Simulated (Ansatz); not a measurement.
**B₂Pd₃Pt: rattling a relaxed structure**

It was reached by relaxing an invented guess, and it needn't be the stable form of this composition.

Method: DFT PBE, scalar-relativistic, plane waves, PAW (Ansatz). Plane waves to 420 eV, a k mesh through Γ of 8×10×6 on the computed 6-atom cell and Gaussian smearing (0.10 eV); no spin polarisation.

The cell below (6 atoms, space group Pm (No. 6)) is relaxed within its symmetry.

```
CELL_PARAMETERS angstrom
4.73862 0.00000 0.00455
0.00000 3.18721 0.00000
-0.09241 0.00000 5.17768
ATOMIC_POSITIONS crystal
B 0.00290 0.00000 0.00348
B 0.49281 0.50000 0.49595
Pd 0.24364 0.50000 0.84249
Pd 0.75605 0.50000 0.15560
Pd 0.74781 0.00000 0.65891
Pt 0.25678 0.00000 0.34356
```

For the test a repeat of it with 12 atoms (edges 3.19, 5.18, 9.48 Å) was strained at random (σ = 1.5 % a component), the atoms were moved at random (σ = 0.15 Å), and all was relaxed again on a coarse 6×4×4 mesh (in the run’s order of axes) with 0.20 eV smearing, with no symmetry imposed.

These runs have no spin–orbit coupling, which can matter for Pt.

Task: Does it come back?

Result: It returns, within 1 meV/atom of the unmoved cell on that mesh and with the same symmetry when read at 0.1 Å. So it is stable against the distortions that fit this cell and that this random move excites. Modes that don't fit the cell aren't tested.
